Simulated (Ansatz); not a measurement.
GaRu₃C (anti-perovskite, space group No. 221) at seven volumes, r²SCAN (plane waves, PAW; program Ansatz), scaled uniformly. One row is withheld.

```tsv
V (Å³/atom)	P (GPa)
11.622	31.40
12.005	?
12.388	8.75
12.771	0.00
13.155	-7.39
13.538	-13.61
13.921	-18.85
```

### Question
Fit the shown pressures and predict the withheld one.

### Answer
Third-order Birch–Murnaghan: P = (3/2)B₀(x^(7/2) − x^(5/2))[1 + (3/4)(B′ − 4)(x − 1)] with x = (V₀/V)^(2/3). Least squares on the six rows gives V₀ = 12.771 Å³/atom, B₀ = 267.2 GPa, B′ = 4.66. At V = 12.005, x = 1.0421 and P = 19.09 GPa. The run itself gave 19.12 GPa.

Space group Pm-3m (anti-perovskite). The start of the workflow was typed in or built on a structure type; neither database checked (COD, Materials Project) lists it. Whether it is the stable phase at ambient conditions was not checked. Symmetry was held in the r²SCAN relaxation; whether a distortion lowers the energy is not shown. The run is not spin-polarised.

Potentials: the earlier of the program's two PAW sets.
